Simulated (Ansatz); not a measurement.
The start is a randomly generated symmetric cell of PtSe2 (space group No. 160). The cell and all atomic positions are relaxed at zero pressure with PBE (plane waves to 420 eV, PAW, scalar-relativistic; Ansatz, a first-principles code). The first steps use a coarse 5×5×5 k-mesh.

Input geometry:
```
PtSe2
1.0
    3.58001     2.06692     3.36566
   -3.58001     2.06692     3.36566
    0.00000    -4.13384     3.36566
Pt Se
2 4
Direct
  0.21854   0.21854   0.21854
  0.50741   0.50741   0.50741
  0.64804   0.91898   0.64804
  0.64804   0.64804   0.91898
  0.91898   0.64804   0.64804
  0.88092   0.88092   0.88092
```

```json
{
  "outcome": "The space group stays R3m (No. 160) (the run could not lower it), with 6 atoms in the primitive cell",
  "volume_change": "-9.5 %, from 24.90 to 22.53 Å³/atom",
  "Shortest distances (start → end)": "The closest pairs of elements (up to four, under 3.6 Å), start → end: Se–Se 1.82 → 2.88 Å; Pt–Se 2.59 → 2.40 Å; Pt–Pt 2.92 → 2.75 Å",
  "band_gap_at_the_end": "zero (metallic)",
  "optimiser_moves": "19"
}
```

It ends as:

Space group R3m, hexagonal axes (No. 160); a = b = 7.405 Å, c = 8.540 Å, α = β = 90.00°, γ = 120.00°

| atom | site | symmetry | x | y | z |
|---|---|---|---|---|---|
| Pt | 3a | 3m | 0.0000 | 0.0000 | 0.2192 |
| Pt | 3a | 3m | 0.0000 | 0.0000 | 0.5417 |
| Se | 9b | .m | 0.5032 | 0.0064 | 0.0409 |
| Se | 3a | 3m | 0.0000 | 0.0000 | 0.9384 |
(The calculation used a cell of 6 atoms; values per cell refer to that cell.)

Final values are on a 9×9×9 k-mesh of the relaxed cell. No spin polarisation in the result.

The run could not lose the symmetry of its start: the end is stationary, and may be a saddle point rather than a minimum.

The relaxed structure here is a generated cell of PtSe2: the first start was made by a random draw of sites in a space group, and the end was not matched to a known phase here, so it may be hypothetical. Known forms of PtSe2 include space group No. 164.
